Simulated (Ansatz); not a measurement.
Level of theory: DFT PBE, scalar-relativistic, plane waves, PAW in Ansatz 0.2.0. All cells share a 420 eV cutoff and Γ-centred k meshes spaced at most about 0.3 Å⁻¹ (about 0.25 or finer for metals, 2π included). No spin polarisation in the final relaxations.

All energies are static (0 K, no zero-point motion). All come from trial cells, and lower structures may exist.

**Question.** These unrelaxed guesses for Ba₃HfO are each relaxed within their symmetry. Order them by the energy at which they end, lowest first.
A.

```cif
data_structure
_symmetry_space_group_name_H-M 'P4/mmm'
_symmetry_Int_Tables_number 123
_cell_length_a 4.8703
_cell_length_b 4.8703
_cell_length_c 6.4433
_cell_angle_alpha 90.000
_cell_angle_beta 90.000
_cell_angle_gamma 90.000
_cell_volume 152.84
loop_
_atom_site_label
_atom_site_type_symbol
_atom_site_symmetry_multiplicity
_atom_site_Wyckoff_symbol
_atom_site_fract_x
_atom_site_fract_y
_atom_site_fract_z
_atom_site_occupancy
Ba1 Ba 2 e 0.50000 0.00000 0.50000 1
Ba2 Ba 1 a 0.00000 0.00000 0.00000 1
Hf1 Hf 1 c 0.50000 0.50000 0.00000 1
O1 O 1 d 0.50000 0.50000 0.50000 1
```

B.

```cif
data_structure
_symmetry_space_group_name_H-M 'Pm-3m'
_symmetry_Int_Tables_number 221
_cell_length_a 4.9449
_cell_length_b 4.9449
_cell_length_c 4.9449
_cell_angle_alpha 90.000
_cell_angle_beta 90.000
_cell_angle_gamma 90.000
_cell_volume 120.91
loop_
_atom_site_label
_atom_site_type_symbol
_atom_site_symmetry_multiplicity
_atom_site_Wyckoff_symbol
_atom_site_fract_x
_atom_site_fract_y
_atom_site_fract_z
_atom_site_occupancy
Ba1 Ba 3 c 0.50000 0.50000 0.00000 1
Hf1 Hf 1 a 0.00000 0.00000 0.00000 1
O1 O 1 b 0.50000 0.50000 0.50000 1
```

C.

```cif
data_structure
_symmetry_space_group_name_H-M 'P6/mmm'
_symmetry_Int_Tables_number 191
_cell_length_a 6.1656
_cell_length_b 6.1656
_cell_length_c 4.5465
_cell_angle_alpha 90.000
_cell_angle_beta 90.000
_cell_angle_gamma 120.000
_cell_volume 149.68
loop_
_atom_site_label
_atom_site_type_symbol
_atom_site_symmetry_multiplicity
_atom_site_Wyckoff_symbol
_atom_site_fract_x
_atom_site_fract_y
_atom_site_fract_z
_atom_site_occupancy
Ba1 Ba 3 f 0.50000 0.00000 0.00000 1
Hf1 Hf 1 a 0.00000 0.00000 0.00000 1
O1 O 1 b 0.00000 0.00000 0.50000 1
```

D.

```cif
data_structure
_symmetry_space_group_name_H-M 'P4/mmm'
_symmetry_Int_Tables_number 123
_cell_length_a 6.1475
_cell_length_b 6.1475
_cell_length_c 4.0763
_cell_angle_alpha 90.000
_cell_angle_beta 90.000
_cell_angle_gamma 90.000
_cell_volume 154.05
loop_
_atom_site_label
_atom_site_type_symbol
_atom_site_symmetry_multiplicity
_atom_site_Wyckoff_symbol
_atom_site_fract_x
_atom_site_fract_y
_atom_site_fract_z
_atom_site_occupancy
Ba1 Ba 2 f 0.00000 0.50000 0.00000 1
Ba2 Ba 1 c 0.50000 0.50000 0.00000 1
Hf1 Hf 1 a 0.00000 0.00000 0.00000 1
O1 O 1 b 0.00000 0.00000 0.50000 1
```

**Answer.** A (ends in P4/mmm, 0 meV/atom), B (ends in Pm-3m, antiperovskite type, 237 meV/atom), C (ends in P6/mmm, 296 meV/atom), D (ends in P4/mmm, 0.40 eV/atom).

Spin–orbit coupling, which can matter for Hf, is left out. A magnetic state wasn't ruled out in cells without spin, among them Pm-3m, P6/mmm, P4/mmm at 45.3 Å³/atom. Cells relaxed within their symmetry can be saddle points. Some candidate types were left out of the draw beforehand, so a known form may be missing.
